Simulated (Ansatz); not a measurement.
Here is the system:

Starting cell, BAs (zinc blende):

```yaml
crystal:
  lattice:
    - [0.00000, 4.80934, 4.80934]
    - [2.40467, 0.00000, 2.40467]
    - [2.40467, 2.40467, 0.00000]
  atoms:
    - { symbol: As, position: [0.37500, 0.75000, 0.75000] }
    - { symbol: As, position: [0.87500, 0.75000, 0.75000] }
    - { symbol: B, position: [0.00000, 0.00000, 0.00000] }
    - { symbol: B, position: [0.50000, 0.00000, 0.00000] }
```

The atoms are displaced by Q × the pattern below (from a DFPT mode at L = (0.5, 0.0, 0.0), largest move 1; Q in Å), at fixed cell. It is one choice among 2 degenerate patterns. (q is in reciprocal vectors of the primitive cell; the cell shown is doubled to hold the pattern.)

```tsv
atom	x	y	z
As1	-0.285	0.520	-0.805
As2	0.285	-0.520	0.805
B3	0.250	-0.457	0.707
B4	-0.250	0.457	-0.707
```

These are PBE (plane waves to 420 eV, PAW, scalar-relativistic; Ansatz, a program for electronic structure) values and carry that method's errors. k mesh 6×12×12 (Γ-centred), Fermi-Dirac smearing 0.05 eV. E stands for the smeared free energy. BAs was relaxed with its symmetry unable to fall. The zero of ΔE is the undisplaced structure.

The scan covers Q from -0.280 to 0.280 Å in 13 points.

### Question
Which space group does the distorted structure have?

### Answer
P1 (No. 1), lowered from F-43m.

### Question
What is the energy change at Q = 0.280 Å?

### Answer
473 meV/cell.

### Question
What harmonic wavenumber does the curvature at Q = 0 give?

### Answer
139 cm⁻¹.

(For displaced atoms, the force is minus the slope of the energy, and its curvature is a force constant, which sets phonon frequencies.)
